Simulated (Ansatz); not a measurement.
Si in space group I4_132 (No. 214; Si on 8a) at seven volumes, the program Ansatz at the PBE level (PAW), scaled uniformly. One row is withheld.

```
V (Å³/atom)  P (GPa)
-----------  -------
30.288          5.20
31.286             ?
32.285          1.43
33.283          0.00
34.282         -1.14
35.280         -2.09
36.279         -2.87
```

Q: Fit the shown pressures and predict the withheld one.

A: P = (3/2)B₀(x^(7/2) − x^(5/2))[1 + (3/4)(B′ − 4)(x − 1)] with x = (V₀/V)^(2/3). Least squares on the six rows gives V₀ = 33.294 Å³/atom, B₀ = 42.4 GPa, B′ = 5.51. At V = 31.286, x = 1.0423 and P = 3.13 GPa. The run itself gave 3.16 GPa.

The start of the workflow was typed in or built on a structure type; neither database checked (COD, Materials Project) lists it. It is not the phase usual at ambient conditions (space group No. 227). The PBE relaxation kept the symmetry of its start; whether a distortion lowers the energy is not shown.

Potentials: the later of the program's two PAW sets.
